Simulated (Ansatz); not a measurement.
Values for one crystal, relaxed and computed with LDA in the plane-wave PAW code Ansatz; other levels are named.

| Quantity | Value |
|---|---|
| Volume per atom | 20.83 Å³ |
| Electronic character | metallic (no gap) |
| Hill bulk and shear moduli | 120 and 49.8 GPa |
| Poisson's ratio | 0.32 |
| Density of states at the Fermi level | 0.71 states/eV per atom (mean over ±0.08 eV) |
| Debye temperature from the elastic constants | 227 K |
| Elastic constants (relaxed ions, GPa) | C11 = 185, C12 = 85.9, C13 = 81.2, C33 = 217, C44 = 44.3 |

### Question
Which compound is it?
A. Re, hcp (Mg type)
B. Hf, hcp (Mg type)
C. Os, hcp (Mg type)
D. Cu, hcp (Mg type)

### Answer
B, Hf, hcp (Mg type)

Space group P6_3/mmc (hcp (Mg type)). The cell was relaxed with LDA under the symmetry of its start. No spin polarisation was allowed. As this level gives no gap, shear constants depend on the k-mesh and smearing (Fermi–Dirac, 0.1 eV here). On the denser mesh and wider smearing of the elastic run this cell carries a stress of 0.3 GPa. Spin–orbit coupling is left out wherever it is not named.

Potentials: the earlier of the program's two PAW sets. The files were generated under PBE; for other functionals the program regenerates the frozen cores, and for LDA and PBEsol the local potential too.
